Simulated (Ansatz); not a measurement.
B in space group I4_132 (No. 214; B on 8a), a = b = c = 4.639 Å, α = β = γ = 90.00°; the cell used has 4 atoms.

Relaxed with r²SCAN.

**Question.** Tabulate the valence density and the electron localisation function along the shortest B–B contact (1.64 Å), plane-wave PAW r²SCAN (Ansatz code).

**Answer.** 

```tsv
distance from B (Å)	density (e/Å³)	ELF
0.16	0.50	0.01
0.25	0.68	0.11
0.33	0.85	0.36
0.41	0.98	0.65
0.49	1.05	0.83
0.57	1.08	0.91
0.66	1.08	0.94
0.74	1.08	0.96
0.82	1.07	0.96
0.90	1.08	0.96
0.98	1.08	0.94
1.07	1.08	0.91
1.15	1.05	0.83
1.23	0.98	0.65
1.31	0.85	0.36
1.39	0.68	0.11
1.48	0.50	0.01
```

The density is the valence pseudo-density with augmentation charge, so density and ELF within about 1 Å of a nucleus are not all-electron values.

The start of the workflow was typed in or built on a structure type; neither database checked (COD, Materials Project) lists it. It is not the phase usual at ambient conditions (space group No. 166). Symmetry was held in the r²SCAN relaxation; its stability against distortions is not shown here.

Potentials: the earlier of the program's two PAW sets.
